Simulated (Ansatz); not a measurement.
AgW:
```
CELL_PARAMETERS angstrom
      2.68922     0.00000     0.00000
      0.00000     2.68922     0.00000
      0.00000     0.00000     4.56839
ATOMIC_POSITIONS crystal
  Ag 0.00000 0.00000 0.00000
  W  0.50000 0.50000 0.50000
```

Relaxed with PBE. Special points in fractions of this cell's reciprocal vectors: Γ (0.000, 0.000, 0.000); X (0.000, 0.500, 0.000); M (0.500, 0.500, 0.000); Z (0.000, 0.000, 0.500); R (0.000, 0.500, 0.500); A (0.500, 0.500, 0.500).

Problem. List the band energies nearest the Fermi level at these points for DFT-PBE in the program Ansatz with PAW potentials.

Solution. In eV from the Fermi level; about four levels below and three above (degenerate sets whole), none deeper than 8.9 eV; points with the same levels are listed once.

| k | below | above |
|---|---|---|
| Γ | -3.33 -3.32 -2.60 -0.03 | 2.87 2.87 4.60 |
| X | -4.21 -3.85 -3.30 -2.14 | 0.43 1.18 2.99 |
| M | -6.17 -6.17 -6.06 -2.45 -2.19 | 0.17 0.17 1.98 |
| Z | -4.03 -4.03 -3.53 -3.32 -1.65 | 2.23 2.23 4.58 |
| R | -3.96 -2.78 -1.48 -0.45 | 0.23 1.47 1.83 |
| A | -4.16 -2.45 -2.28 -2.28 | 1.11 7.00 7.53 |

Space group P4/mmm (L1₀ or tetragonal B2). The start of the workflow was typed in or built on a structure type; neither database checked (COD, Materials Project) lists it. Whether it is the stable phase at ambient conditions was not checked. The cell was relaxed with PBE under the symmetry of its start; whether a distortion lowers the energy is not shown. No spin polarisation was allowed. Its formation energy is positive at this level, so the cell may be metastable or incomplete. Spin–orbit coupling is left out wherever it is not named.

Potentials: the later of the program's two PAW sets.
